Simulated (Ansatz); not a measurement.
Here is the system:

MgO in space group P6_3/mmc (No. 194; Mg on 2c, O on 2d), a = b = 3.4517 Å, c = 4.1395 Å, α = β = 90.00°, γ = 120.00°.

This is the LDA-relaxed structure.

All from LDA (plane waves, PAW; program Ansatz), unless another level is named. Predict the electron effective mass.

0.35, 0.35, 0.39 mₑ (principal values).

What about the weight of the valence-edge state by species (Voronoi cells)?

O 94 %, Mg 6 %.

What about the valence-band maximum?

at Γ.

The workflow started from a Materials Project entry (that database holds measured and hypothetical structures alike); the Crystallography Open Database copy checked does not list it. It is not the phase usual at ambient conditions (space group No. 225). The LDA relaxation kept the symmetry of its start; phonons on a q-mesh show no instability.

Potentials: the earlier of the program's two PAW sets.

Edges and masses are those of Kohn–Sham bands, whose gap is no quasiparticle gap.
